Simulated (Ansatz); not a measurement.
The cell below belongs to a search over invented structures; it isn't taken from experiment.

Input and command of a plane-wave DFT calculation in Ansatz:

```yaml
crystal:
  lattice:
    - [0.0229021525, -4.2088103348, -0.0678748802]
    - [4.1393456365, -0.0229021525, 0.0047549092]
    - [-2.0640875805, 2.3590444377, 15.6092007751]
  atoms:
    - { symbol: Zn, position: [0.8888483062, 0.9252360056, 0.802100917] }
    - { symbol: Zn, position: [0.0765230707, 0.0697937611, 0.1909949363] }
    - { symbol: Cd, position: [0.4899252265, 0.5562557469, -0.003464266] }
    - { symbol: Cd, position: [0.7213788907, 0.6821795214, 0.3884309363] }
    - { symbol: Cd, position: [0.2598908223, 0.3189740391, 0.6150259174] }
    - { symbol: Se, position: [0.5566315912, 0.02552301, 0.0994721146] }
    - { symbol: Se, position: [0.1504479538, 0.6531832805, 0.2917615421] }
    - { symbol: Se, position: [0.7753817378, 0.2299783959, 0.501987036] }
    - { symbol: Se, position: [0.3591297627, 0.8495235598, 0.7130477753] }
    - { symbol: Se, position: [0.9718426381, 0.4393526797, 0.900643091] }
basis:
  ecutwfc: 420
kpoints:
  mp_grid: { grid: [4, 4, 4] }
hamiltonian:
  xc: pbe
scf:
  occupations: { method: gaussian, width: 0.1 }
  lower_state_search: "off"
output:
  forces: true
  stress: true
  eigenvalues: true
relax:
  adjacent_minimum: "off"
  f_tol: 0.025
  max_steps: 60
  cell: { stress_tol: 0.25 }
```

```bash
ansatz run input.yaml --threads 4 --pin off --max-ram 8192MiB --backend cpu --events-out ev --progress --plain --runs-dir out
```

Processor: Intel(R) Xeon(R) Processor @ 2.50GHz (Skylake/Cascade Lake), 4 threads, on a host shared with other jobs.

Problem. How long does it run, and how much memory does it take?

Solution. About 4.3 min, peak memory 1.3 GiB. It solves 99 bands at 36 k points (after reduction by symmetry) with about 5301 plane waves (on the last cell), in 39 SCF iterations over 5 ionic steps.
